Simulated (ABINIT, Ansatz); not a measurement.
Given: the input of a run of ABINIT 10.8.3 (patched build) on GaGe. Atoms were shifted at random by some hundredths of an Å from the given cell, which wasn't relaxed again for these runs. The cell comes from a database or a generator and needn't be the stable form of this composition.

File run.abi:

```
pp_dirpath "./"
pseudos "Ge.upf, Ga.upf"

acell 7.7444194535 7.7444194535 7.7444194535
rprim
     0.0000000000     0.7071067812     0.7071067812
     0.7071067812     0.0000000000     0.7071067812
     0.7071067812     0.7071067812     0.0000000000
ntypat 2
znucl 32 31
natom 2
typat 1 2
xred
    -0.0072340000    -0.0102740000     0.0253490000
     0.2399690000     0.2466220000     0.2642740000
chkprim 0
chksymtnons 0
tolsym 1.0e-6

ecut 1088.455450 eV

kptopt 1
ngkpt 8 8 8
nshiftk 1
shiftk 0.0 0.0 0.0

ixc -116133

nband 18
occopt 3
tsmear 0.05 eV

nstep 100
tolvrs 1.0e-10

iomode 3
prtwf 0
prtden 0
prteig 0
prtebands 0
```

Potentials or basis: PseudoDojo NC SR PBEsol v0.4.1 standard.

Launch:

```bash
$ abinit run.abi > log 2>&1
```

Q: What does the same run look like in Ansatz 0.2.0? Potentials or basis there: all-electron LAPW, scalar-relativistic.

A: As run (cutoffs and basis follow the program's own potentials, and thresholds, step limits or extra output files can differ):

Contents of input.yaml:

```yaml
crystal:
  lattice:
    - [0.0, 2.897844, 2.897844]
    - [2.897844, 0.0, 2.897844]
    - [2.897844, 2.897844, 0.0]
  atoms:
    - { symbol: Ge, position: [-0.007234, -0.010274, 0.025349] }
    - { symbol: Ga, position: [0.239969, 0.246622, 0.264274] }
kpoints:
  mp_grid: { grid: [8, 8, 8] }
scf:
  occupations: { method: fermi_dirac, width: 0.05 }
hamiltonian:
  xc: pbesol
  pseudopotentials: { kind: all_electron, lapw: { basis_error: 0.001 } }
output:
  forces: true
  stress: true
  eigenvalues: true
  populations: true
```

Potentials or basis: all-electron LAPW, scalar-relativistic.

Command:

```sh
$ ansatz run input.yaml --threads 1 --pin off --max-ram 3072MiB --backend cpu --events-out ev --progress --plain --runs-dir out
```

Both were run:

|  | ABINIT | Ansatz |
| --- | --- | --- |
| Pressure | -2.3 GPa | -2.3 GPa |
| Largest force | 0.201 eV/Å | 0.200 eV/Å |

Where Ansatz's input types no cutoff or centring, it takes its own default and a Γ-centred mesh.

Pressure is positive in compression.
